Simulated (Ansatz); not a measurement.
Consider the following.

LaOF (space group R-3m)

```yaml
crystal:
  lattice:
    - [2.00661, 1.15851, 6.68924]
    - [-2.00661, 1.15851, 6.68924]
    - [0.00000, -2.31703, 6.68924]
  atoms:
    - { symbol: La, position: [0.74176, 0.74176, 0.74176] }
    - { symbol: La, position: [0.25824, 0.25824, 0.25824] }
    - { symbol: O, position: [0.62311, 0.62311, 0.62311] }
    - { symbol: O, position: [0.37689, 0.37689, 0.37689] }
    - { symbol: F, position: [0.87102, 0.87102, 0.87102] }
    - { symbol: F, position: [0.12898, 0.12898, 0.12898] }
```

The volume is varied about the relaxed value V₀ at fixed cell shape. The atoms relax within the cell's symmetry.

Computed with PBEsol (plane waves to 420 eV, PAW, scalar-relativistic; Ansatz, a first-principles code). k mesh 10×10×10 (Γ-centred), Fermi-Dirac smearing 0.05 eV. The energy includes the smearing's −TS. Stress and pressure are positive under compression. With the shape held, the modulus is that of even scaling; a crystal free to change shape is softer. LaOF is run without spin polarisation. LaOF was relaxed with its symmetry unable to fall. The zero of ΔE is the relaxed starting cell.

The scan covers V/V₀ from 0.900 to 1.100 in 9 points.

### Question
What is the fitted pressure derivative B₀′?

### Answer
5.5.

### Question
What bulk modulus at fixed cell shape B₀ follows from a third-order Birch-Murnaghan fit?

### Answer
117 GPa.

(A scan under strain: stresses follow from slopes of the energy per volume, elastic moduli from its curvatures.)
